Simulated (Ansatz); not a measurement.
**An elastic constant from a strain scan in SiW₃**

Method: DFT PBEsol, scalar-relativistic, plane waves, PAW in Ansatz 0.2.0. The runs took a 420 eV cutoff, a Γ-centred 14×14×14 mesh and Gaussian smearing (0.15 eV). Spin–orbit coupling is left out, which can shift energies with elements as heavy as these. No spin polarisation. Energies are free energies at this smearing, counted from the undisturbed cell; pressure is positive in compression.

Reference structure (relaxed at this level; it needn't be the usual structure):

```
CELL_PARAMETERS angstrom
-2.57720 2.57720 2.57720
2.57720 -2.57720 2.57720
2.57720 2.57720 -2.57720
ATOMIC_POSITIONS crystal
Si 0.00000 0.00000 0.00000
W 0.50000 0.50000 0.00000
W 0.50000 0.00000 0.50000
W 0.00000 0.50000 0.50000
```

The cell is strained by ε times the Voigt pattern (0, 0, 1, 0, 0, 0) (xx, yy, zz, yz, xz, xy; engineering shear) with fractional coordinates fixed. The cell holds 4 atoms in V0 = 68.47 Å³. The stress column is τ = (1/V0) dE/dε, got from the stress tensor σ (compression positive) at each point as −det(1 + εP) σ : P(1 + εP)⁻¹, with P the pattern as a tensor.

| ε | ΔE (meV/atom) | τ (GPa) |
| --- | --- | --- |
| -0.0600 | 103.644 | -35.739 |
| -0.0450 | 55.277 | -24.837 |
| -0.0300 | 23.302 | -15.297 |
| 0.0000 | 0.000 | -0.021 |
| 0.0150 | 4.930 | 6.014 |
| 0.0450 | 40.264 | 15.508 |
| 0.0600 | ? | ? |

Which combination of elastic constants does this scan measure, and how large is it?

For small ε, τ = τ0 + Kε with K = pᵀCp, which for this pattern is C11 in the cubic axes. The parabola through τ at ε = -0.0300, 0 and 0.0150 has slope K = 438 GPa at zero. The energies per cell, E = NΔE, of the same two points give K = 2[E(ε₊)/ε₊ − E(ε₋)/ε₋]/[(ε₊ − ε₋)V0] = 460 GPa, in agreement.

Predict the withheld row at ε = 0.0600 from the harmonic law, and compare.

ΔE = V0(τ0 ε + Kε²/2)/N = 84.088 meV/atom and τ = 26.26 GPa. The calculation gives 68.131 meV/atom and 19.16 GPa: the energy lies 19 % below the harmonic value, as bonds soften when stretched.

In a metal these slopes depend on the k mesh and the smearing.

Cost: 7 runs of about 3 core-minutes in all, on Intel Xeon Platinum 8259CL (Skylake/Cascade Lake) (shared hosts).